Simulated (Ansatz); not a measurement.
Relaxed-ion elastic tensor of MgO (rock salt, Fm-3m) in GPa (Voigt order), PBEsol (plane waves, PAW; program Ansatz); density 3.58 g/cm³, 9.36 Å³ per atom.

```
 293  89.8  89.8   0.0   0.0   0.0
89.8   293  89.8   0.0   0.0   0.0
89.8  89.8   293   0.0   0.0   0.0
 0.0   0.0   0.0   145   0.0   0.0
 0.0   0.0   0.0   0.0   145   0.0
 0.0   0.0   0.0   0.0   0.0   145
```

Task: Is the crystal mechanically stable?

Result: Yes: the smallest eigenvalue of C is 145 GPa.

Task: Work out the Voigt, Reuss and Hill averages.

Result: K_V = 158, K_R = 158, K_H = 158; G_V = 127, G_R = 124, G_H = 126 GPa.

Task: Give Young's modulus, Poisson's ratio, Pugh's ratio and the universal anisotropy index.

Result: E = 9KG/(3K + G) = 298 GPa; ν = 0.19; K/G = 1.26 (brittle by the Pugh limit of 1.75); A_U = 5G_V/G_R + K_V/K_R − 6 = 0.15.

Task: Estimate the sound speeds and the Debye temperature.

Result: v_l = √((K + 4G/3)/ρ) = 9530 m/s, v_t = √(G/ρ) = 5920 m/s, mean 6530 m/s; Θ = (h/k)(3n/4πV)^(1/3) v_m = 923 K.

Task: Give the Zener ratio and Young's modulus along [100], [110] and [111].

Result: A = 2C44/(C11 − C12) = 1.42; 1/E = S11 − 2(S11 − S12 − S44/2)Γ with Γ = 0, 1/4, 1/3 gives 251, 307, 332 GPa.

The cell was relaxed with PBEsol under the symmetry of its start; phonons on a q-mesh show no instability.

Potentials: the later of the program's two PAW sets.
